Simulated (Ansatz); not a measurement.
With plane-wave PAW r²SCAN (Ansatz code), CaO in the zinc blende structure (F-43m) relaxes to a = 5.213 Å. Ca has 4 nearest neighbours from 2.26 Å (tetrahedral); O has 4 nearest neighbours from 2.26 Å (tetrahedral). Its formation energy from the elements is -2.95 eV/atom, with no fitted shifts.

It is gapped at this level: 3.76 eV (indirect). The valence maximum lies at W and the conduction minimum at Γ. HSE06 on the same cell gives 4.73 eV. The electron mass is 0.43 mₑ (isotropic).

The bulk modulus is 82.4 GPa. The relaxed-ion elastic constants in GPa are C11 = 92.5, C12 = 77.5, C44 = 38.0. The elastic constants imply a Debye temperature near 357 K. Bader charges are Ca +1.52, O -1.52 e.

The start of the workflow was typed in or built on a structure type; neither database checked (COD, Materials Project) lists it. It is not the phase usual at ambient conditions (space group No. 225). The r²SCAN relaxation kept the symmetry of its start; whether a distortion lowers the energy is not shown. The references are the lowest solids computed at this level, not always the standard phases (solids in place of the gases).

Potentials: the later of the program's two PAW sets.
